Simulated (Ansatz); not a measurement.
CdSe (wurtzite)

```
CELL_PARAMETERS angstrom
      4.38272     0.00000     0.00000
     -2.19136     3.79554     0.00000
      0.00000     0.00000     7.15447
ATOMIC_POSITIONS crystal
  Cd 0.66667 0.33333 0.00047
  Cd 0.33333 0.66667 0.50047
  Se 0.66667 0.33333 0.62473
  Se 0.33333 0.66667 0.12473
```

In this cell atom 4 (Se, nearest neighbour Cd at 2.682 Å; its periodic images, 4.4 Å or more away, move with it) is moved by u·(1.000, 0.000, 0.000) + v·(0.000, 1.000, 0.000); the rest is frozen.

Level of theory: PBE (plane waves to 420 eV, PAW, scalar-relativistic; Ansatz, a program for electronic structure). k mesh 7×7×4 (Γ-centred), Fermi-Dirac smearing 0.05 eV. Points where atoms come too close for the PAW data are left out (x in tables, blank in figures). Fu and Fv are the components of the force on the atom. CdSe was relaxed with its symmetry unable to fall.

Changes of Fv (eV/Å) from the point u = 0.000 Å, v = 0.000 Å when one coordinate moves alone (two changes are said to add if the coupling is within 5 % of the smaller one, nearly so within 20 %):

| point | change |
|---|---|
| u = 0.000 Å, v = -0.890 Å | 0.949 |
| u = 0.000 Å, v = -0.445 Å | 1.089 |
| u = -0.890 Å, v = 0.000 Å | 7.380 |
| u = -0.445 Å, v = 0.000 Å | 1.421 |
| u = 0.445 Å, v = 0.000 Å | 1.421 |
| u = 0.890 Å, v = 0.000 Å | 7.380 |
| u = 0.000 Å, v = 0.445 Å | -4.109 |

What is the change at u = 0.445 Å, v = 0.445 Å, where both move, and how far is it from the sum?

The sum of the single changes is 1.421 + (-4.109) = -2.688; the calculation gives -2.836, so the coupling contributes -0.148 (under 20 % of the smaller single change, nearly additive).

Do the two effects add at u = -0.890 Å, v = 0.445 Å? Give the computed change.

The sum of the single changes is 7.380 + (-4.109) = 3.271; the calculation gives 0.660, so the coupling contributes -2.611 (over 20 % of the smaller single change, not additive).

What is the change at u = -0.445 Å, v = -0.890 Å, where both move, and how far is it from the sum?

The sum of the single changes is 1.421 + (0.949) = 2.370; the calculation gives 2.649, so the coupling contributes 0.279 (over 20 % of the smaller single change, not additive).

(For displaced atoms, the force is minus the slope of the energy, and its curvature is a force constant, which sets phonon frequencies.)
